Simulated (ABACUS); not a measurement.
A self-consistent single point of SnGeSe₂ (Pmc2_1, 8 atoms in the cell; from Materials Project mp-1218835, changed as shown) with ABACUS.

All values come from this method and carry its errors: PBEsol, PseudoDojo 0.4 standard norm-conserving PBEsol (tails mended) pseudopotentials (plane waves; ABACUS).

The change in words: volume scaled by 1.04. Reference geometry (Pmc2_1):
```
SnGeSe2
1.0
    3.95963     0.00000     0.00000
    0.00000     4.67704     0.00000
    0.00000     0.00000    11.37082
Sn Ge Se
2 2 4
Direct
  0.50000   0.36605   0.38335
  0.50000   0.63395   0.88335
  0.00000   0.12293   0.62746
  0.00000   0.87707   0.12746
  0.00000   0.23593   0.84558
  0.00000   0.76407   0.34558
  0.50000   0.23363   0.14361
  0.50000   0.76637   0.64361
```

Reference input (self-consistent single point, DFT, PBEsol, plane waves, PseudoDojo 0.4 standard norm-conserving PBEsol (tails mended) pseudopotentials): KPT = Gamma 3 3 1 0 0 0; basis_type = pw; dft_functional = PBESOL; ecutwfc = 86 Ry; smearing_method = gaussian; smearing_sigma = 0.000734986 Ry; potentials = PseudoDojo 0.4 standard norm-conserving PBEsol (tails mended); symmetry = 1; symmetry_prec = 1e-05; ks_solver = cg; scf_nmax = 100; scf_thr = 1.0e-09 Ry. This run's input differs from it in these lines:

```diff
@@ -26,8 +26,8 @@
 LATTICE_CONSTANT
-7.482616
+7.58108
 
 LATTICE_VECTORS
-   1.0000000341    0.0000000000    0.0000000000
-   0.0000000000    1.1811811102    0.0000000000
-   0.0000000000    0.0000000000    2.8716876040
+   1.0000000573    0.0000000000    0.0000000000
+   0.0000000000    1.1811810281    0.0000000000
+   0.0000000000    0.0000000000    2.8716876016
```

Log, with long lists cut:

```
 SELF-CONSISTENT
 -------------------------------------------

                                 init_chg = atomic

 PW ALGORITHM --------------- ION=   1  ELEC=   1--------------------------------

 Notice: Threshold on eigenvalues was too large.

 Density error is 0.187811687595
                          Error Threshold = 0.00019136692827
 E_KohnSham     -1640.4386323600     -22319.3126194232
 E_Fermi        0.5566699614         7.5738833801

 PW ALGORITHM --------------- ION=   1  ELEC=   2--------------------------------

 Density error is 0.0224304790363
                          Error Threshold = 0.000156509739662
   [... lines left out ...]

 Density error is 1.22940275899e-09
                          Error Threshold = 2.61608357191e-12
 E_KohnSham     -1640.4577665690     -22319.5729536918
 E_Fermi        0.6035923022         8.2122945787

 PW ALGORITHM --------------- ION=   1  ELEC=  12--------------------------------

 Density error is 2.5186566059e-10
                          Error Threshold = 1.02450229916e-12
 E_KohnSham     -1640.4577665692     -22319.5729536951
 E_KS(sigma->0) -1640.4577665692     -22319.5729536951
 E_entropy(-TS) -0.0000000000        -0.0000000000
 E_Fermi        0.6035925771         8.2122983196
 charge density convergence is achieved
 final etot is -22319.572954 eV
 EFERMI = 8.2122983196 eV

 STATE ENERGY(eV) AND OCCUPATIONS    NSPIN == 1
   [... 70 lines left out ...]

 TOTAL-FORCE (eV/Angstrom)
                       Sn1         0.0000000000         0.1299459907        -0.2228050231
                       Sn2         0.0000000000        -0.1299459907        -0.2228050231
                       Ge1         0.0000000000        -0.2929911779         0.2619263561
                       Ge2         0.0000000000         0.2929911779         0.2619263561
                       Se1         0.0000000000         0.1389950307        -0.0370133254
                       Se2         0.0000000000        -0.1389950307        -0.0370133254
                       Se3         0.0000000000        -0.3859231690        -0.0021080076
   [... lines left out ...]

 TOTAL-STRESS (KBAR)
       -16.5022488938         0.0000000000         0.0000000000
         0.0000000000       -40.0187531693         0.0000000000
         0.0000000000         0.0000000000       -23.1082066195
 TOTAL-PRESSURE: -26.543070 KBAR

 --------------------------------------------
 !FINAL_ETOT_IS -22319.5729536950857437 eV
 --------------------------------------------
```

The run converged in 12 iterations. Against the reference run the free energy goes up by 11.8 meV/atom, the pressure goes from -0.89 to -2.65 GPa and the largest force goes from 0.280 to 0.393 eV/Å.

The structure comes from a collection of computed structures, made at another level of theory; the collection holds predicted forms beside known ones.

Cost on one core: roughly 9 core-minutes.

“Tails mended”: in these copies of the files the far tail of each local potential was reset to the Coulomb form.
